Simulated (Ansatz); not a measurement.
ZnCu2GeS4 in space group I-4 (No. 82; Pearson symbol tI16), PBEsol in the plane-wave PAW code Ansatz, all energies at zero smearing, with the estimated change up to a 700 eV cutoff added, with one set of potentials and settings (totals compare only within such a set). Cell of 8 atoms (2 Cu, 1 Zn, 1 Ge, 4 S): -24255.421 eV.

```csv
element,reference phase,E (eV/atom)
Cu,"Fm-3m, 1 atoms in the cell",-6588.7768
Zn,"P6_3/mmc, 2 atoms in the cell",-3280.9077
Ge,"Fd-3m, 2 atoms in the cell",-4253.4978
S,"Fddd, 32 atoms in the cell",-884.8920
```

Formation energy per atom, worked out: (-24255.421 − 2×(-6588.7768) − 1×(-3280.9077) − 1×(-4253.4978) − 4×(-884.8920))/8 = -0.487 eV/atom (-47 kJ per mol of atoms), at 0 K, without zero-point energy or fitted corrections.

The cell was relaxed with PBEsol under the symmetry of its start. The run is not spin-polarised. The references are the lowest solids computed at this level, not always the standard phases.

Potentials: the later of the program's two PAW sets.
